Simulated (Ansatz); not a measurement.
WS2:
Space group P6₃/mmc (No. 194); a = b = 3.1271 Å, c = 12.1576 Å, α = β = 90.00°, γ = 120.00°

```json
[
 {"atom": "W", "site": "2c", "symmetry": "-6m2", "x": "0.3333", "y": "0.6667", "z": "0.2500"},
 {"atom": "S", "site": "4f", "symmetry": "3m.", "x": "0.6667", "y": "0.3333", "z": "0.1215"}
]
```

Relaxed with LDA.

Task: Give the optical modes at the zone centre with their infrared and Raman activity from DFPT, the program Ansatz at the LDA level (PAW).

Result: Transverse frequencies, without the LO–TO term; a row sums one degenerate level.

```
ω (cm⁻¹)  degeneracy  IR ((D/Å)²/amu)  Raman (Å⁴/amu)  activity
--------  ----------  ---------------  --------------  --------
28                 2             0.00             2.5     Raman
44                 1             0.00               0    silent
297                2             0.00               0    silent
300                2             0.00             3.5     Raman
358                2             0.00             850     Raman
358                2             0.98               0        IR
419                1             0.00               0    silent
423                1             0.00            1700     Raman
438                1             0.35               0        IR
441                1             0.00               0    silent
```

Task: How high does the top mode go among those that the LO–TO term moves?

Result: 359 cm⁻¹ for q along x, 359 cm⁻¹ for q along y, 439 cm⁻¹ for q along z.

Space group P6_3/mmc. The LDA relaxation kept the symmetry of its start. The run is not spin-polarised. A crystal of weakly bound layers computed without a dispersion correction: the cell and the soft elastic constants depend strongly on that. Scalar-relativistic: spin–orbit coupling is off unless named, which matters more the heavier the elements.

Potentials: the earlier of the program's two PAW sets. The files were generated under PBE; for other functionals the program regenerates the frozen cores, and for LDA and PBEsol the local potential too.
